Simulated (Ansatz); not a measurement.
# Re: energy along a strain

Re, Fm-3m, a = 3.950 Å (as given, not relaxed at this level: -15.4 GPa). This isn't the element's structure at ambient conditions. Ansatz: r2SCAN, PAW, 500 eV, Γ-centred 20×20×20 mesh on 1 atom, Gaussian smearing 0.15 eV; no spin polarisation. Cell vectors (Å): 0.000 1.975 1.975; 1.975 0.000 1.975; 1.975 1.975 0.000. The cell is strained by x per cent times the pattern (0 1 0 0 0 0) in the order xx yy zz yz xz xy (engineering shears), with fractional coordinates held. y is the free energy over the start, V0 = 15.407 Å³/atom.

```
x (%) y (meV/atom)
-2.00        -19.73
-1.50        -16.69
-1.00        -12.37
-0.50         -6.80
 0.00          0.00
 0.50          7.99
 1.00         17.14
 1.50         27.41
 1.75         32.96
 2.00             ?
```

Problem. Fit y = c1 x + c2 x² + c3 x³ to the other rows, get the stiffness along the pattern, and predict the missing energy.

Solution. Least squares on the rows shown. y = 14.797 x + 2.3817 x² − 0.042310 x³. The clamped-ion stiffness p·C·p = 2 × 23.82 eV × 160.2 / 15.407 Å³ = 495 GPa, which is C22 in these axes (C11 of the cubic crystal) (second derivative at the start, which stands under stress). At x = 2.00 the fit asked for gives 38.78 meV/atom. The run gave 38.77 meV/atom, so the fit is 0.01 meV/atom too high, a small miss on the scale of the series.

Spin–orbit coupling is left out, which can shift energies with elements as heavy as these.